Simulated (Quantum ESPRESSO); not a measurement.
```cif
data_Ge8
_chemical_formula_sum 'Ge8'
_space_group_name_H-M_alt 'Fd-3m :1'
_space_group_IT_number 227
_space_group_name_Hall 'F 4d 2 3 -1d'
_cell_length_a 5.67485
_cell_length_b 5.67485
_cell_length_c 5.67485
_cell_angle_alpha 90.000
_cell_angle_beta 90.000
_cell_angle_gamma 90.000
loop_
_atom_site_label
_atom_site_type_symbol
_atom_site_symmetry_multiplicity
_atom_site_Wyckoff_symbol
_atom_site_fract_x
_atom_site_fract_y
_atom_site_fract_z
_atom_site_occupancy
Ge1 Ge 8 b 0.50000 0.50000 0.50000 1
```
(The calculation used a cell of 2 atoms; values per cell refer to that cell.)

The geometry is that of Materials Project entry mp-32, symmetrised and not relaxed again.

Problem. What does norm-conserving PBEsol (Quantum ESPRESSO, 78 Ry, no spin-orbit coupling) give for the electronic structure near the Fermi level?

Solution. At this level the gap is closed or nearly so: along the path the highest valence and lowest conduction bands touch, or overlap by less than 0.6 eV, a zero-gap or semimetallic result; the valence top lies at Γ, the conduction bottom at Γ. Semilocal functionals close the gaps of some narrow-gap semiconductors, so this alone doesn't show that the compound has none. Spin-orbit splittings are left out.
